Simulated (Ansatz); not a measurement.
Question: Each is relaxed and computed with DFT-r²SCAN in the program Ansatz with PAW potentials. Which is the only one with a gap?
A. TiP, CsCl type
B. InSb, NiAs type
C. P2W, C2/m (P on 4i, P on 4i, W on 4i)
D. InP, P4_2/mnm (In on 4g, P on 4f)

Answer: D, InP, P4_2/mnm (In on 4g, P on 4f). InP: gap 1.16 eV; InSb: metal; P2W: metal; TiP: metal. Constructed cells (a structure type filled with these elements, in neither database checked): TiP, CsCl type. Typed or built starts, not in the databases checked: InP, P4_2/mnm (In on 4g, P on 4f); InSb, NiAs type. Not the usual ambient phase: InP, P4_2/mnm (In on 4g, P on 4f); InSb, NiAs type. Standing as an ambient phase not checked: P2W, C2/m (P on 4i, P on 4i, W on 4i). Unstable at this level: TiP, CsCl type. All cells were relaxed under the symmetry of their starts (and spin orders); stability against distortions was not tested throughout. Rows with no word on spin ran without spin polarisation. Scalar-relativistic: spin–orbit coupling is off unless named, which matters more the heavier the elements.

Potentials: the earlier of the program's two PAW sets.
